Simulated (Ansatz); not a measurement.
Relaxed-ion elastic tensor of TiP (CsCl type, Pm-3m) in GPa (Voigt order), DFT-PBEsol in the program Ansatz with PAW potentials; density 4.67 g/cm³, 14.03 Å³ per atom.

```
  172    143    143    0.0    0.0    0.0
  143    172    143    0.0    0.0    0.0
  143    143    172    0.0    0.0    0.0
  0.0    0.0    0.0  -18.9    0.0    0.0
  0.0    0.0    0.0    0.0  -18.9    0.0
  0.0    0.0    0.0    0.0    0.0  -18.9
```

Task: Is the crystal mechanically stable?

Result: No: the smallest eigenvalue of C is -18.9 GPa.

A made-up cell: these elements were put on the sites of a structure type; neither database checked (COD, Materials Project) lists it. COD files the formula under space group No. 194. Whether it is the stable phase at ambient conditions was not checked. The cell was relaxed with PBEsol under the symmetry of its start. At this level the phase is mechanically unstable. The run is not spin-polarised. As this level gives no gap, shear constants depend on the k-mesh and smearing (Fermi–Dirac, 0.1 eV here).

Potentials: the earlier of the program's two PAW sets. The files were generated under PBE; for other functionals the program regenerates the frozen cores, and for LDA and PBEsol the local potential too.
